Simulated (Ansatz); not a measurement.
Theory: DFT PBE, scalar-relativistic, plane waves, PAW in Ansatz. All cells share a 420 eV cutoff and Γ-centred k meshes spaced at most about 0.3 Å⁻¹ (about 0.25 or finer for metals, 2π included). No spin polarisation in the final relaxations.

Temperature and zero-point effects are left out.

Two relaxed structures of SiW2:

A.

```
Si W
1.0
     2.77868    0.00000    0.00000
    -1.38934    2.40641    0.00000
     0.00000    0.00000    7.65122
Si W
1 2
Direct
  0.00000 0.00000 0.00000
  0.00000 0.00000 0.66955
  0.00000 0.00000 0.33045
```

B.

```
Si W
1.0
     3.69142    0.00000    0.00000
     0.00000    3.69142    0.00000
     0.00000    0.00000    6.76055
Si W
2 4
Direct
  0.00000 0.50000 0.71421
  0.50000 0.00000 0.28579
  0.00000 0.00000 0.00000
  0.50000 0.50000 0.00000
  0.00000 0.50000 0.34123
  0.50000 0.00000 0.65877
```

Question: Which is lower in energy, and by how much?

Answer: B is lower, by 0.92 eV/atom. A has space group P6/mmm (No. 191), 17.1 Å³/atom and no gap on its mesh; B has the Cu2Sb type, space group P4/nmm (No. 129), 15.4 Å³/atom and no gap. Counting Si atoms around W (those within 1.25 times the shortest such distance or 1.15 times the sum of covalent radii; a slash parts the counts of unlike sites), A has W 1 and B has W 4/5. The denser one is the lower, and pressure would at first widen the difference. Even the lower one lies +0.10 eV/atom against the reference forms of the elements (uncorrected), so neither is stable at this level. In A, Si is surrounded by 2 W at 2.53 Å and 6 Si at 2.78 Å; W is surrounded by 1 Si at 2.53 Å, 1 W at 2.59 Å and 6 W at 2.78 Å. In B, Si has 9 W at 2.52–2.67 Å; around W on a site of symmetry -4m2 lie 4 W at 2.61 Å, 4 Si at 2.67 Å and 4 W at 2.95 Å; W on a site of symmetry 4mm has 5 Si at 2.52–2.64 Å, 4 W at 2.95 Å and 4 W at 3.38 Å. Both come from invented guesses. A third cell relaxed alike, in Pmmn, lies 139 meV/atom below the lower of the two; the P4/nmm cell fell into it when its atoms were moved at random.

These runs have no spin–orbit coupling, which can matter for W. Cells relaxed within their symmetry can be saddle points; a later kick test found a lower structure for SiW2 P4/nmm.
